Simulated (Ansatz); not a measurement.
## Formation energy of BiAu in the rocksalt structure

Level of theory: DFT, r²SCAN, scalar-relativistic, no spin polarisation; plane waves to 500 eV with PAW datasets (Ansatz 0.2.0), 10×10×10 k-mesh, Gaussian smearing of 0.05 eV. The datasets are Ansatz's generated set soft_2.

The structure was built from a prototype; whether the compound forms in it isn't claimed.

Symmetry: Fm-3m, No. 225, cubic system. The conventional cell has a = 5.882 Å, b = 5.882 Å, c = 5.882 Å, α = 90.00°, β = 90.00°, γ = 90.00°. Au (site symmetry m-3m) is surrounded by 6 Bi at 2.94 Å. Around Bi (site symmetry m-3m) lie 6 Au at 2.94 Å. (Neighbours are counted to 15 % beyond the shortest distance.)

The elements were computed in their standard states with the same datasets, cutoff and functional. Absolute energies hang on the potentials; compare differences alone.

Energy of the relaxed cell (2 atoms, smearing extrapolated to zero): -25574.510 eV. Elements, in eV/atom: Au -13163.509, Bi -12411.057.

Problem. What is the formation energy?

Solution. [-25574.510 − (1 × -13163.509 + 1 × -12411.057)] / 2 = 0.03 eV/atom, or 3 kJ per mole of atoms.

The value is for 0 K, without zero-point energy. A positive value means that this structure is unstable even against the elements at this level.

These numbers lack spin–orbit coupling.
